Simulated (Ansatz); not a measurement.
This cell of TiO₂ (rutile) is off equilibrium:

```
TiO2
1.0
    4.58309     0.00000     0.00000
    0.00000     4.58309     0.00000
    0.00000     0.00000     3.04237
Ti O
2 4
Direct
  0.00000   0.00000   0.00000
  0.50000   0.50000   0.50000
  0.30513   0.30513   0.00000
  0.80513   0.19487   0.50000
  0.19487   0.80513   0.50000
  0.69487   0.69487   0.00000
```

Method: PBE (plane waves to 420 eV, PAW, scalar-relativistic; Ansatz, a first-principles code). k mesh 7×7×11 (Γ-centred), Fermi-Dirac smearing 0.05 eV. The energy includes the smearing's −TS. Stress and pressure are positive under compression. As the atoms are clamped, bonds stretch with the cell, which overstates energies and stresses. TiO2 is run without spin polarisation. TiO2 was relaxed with its symmetry unable to fall.

Question: What is the stress tensor (GPa)?

Answer: 
```
    1.7      0.0      0.0
    0.0      1.7      0.0
    0.0      0.0     -7.8
```
The pressure, a third of the trace, is -1.5 GPa.

Question: It is the relaxed cell deformed to V/V₀ = 1.000, (c/a)/(c/a)₀ = 1.040, c along z, fractional positions held. What is its energy relative to the relaxed cell?

Answer: 8.5 meV/atom.

(Under strain, the slope of the energy per volume gives the stress and its curvature an elastic modulus.)
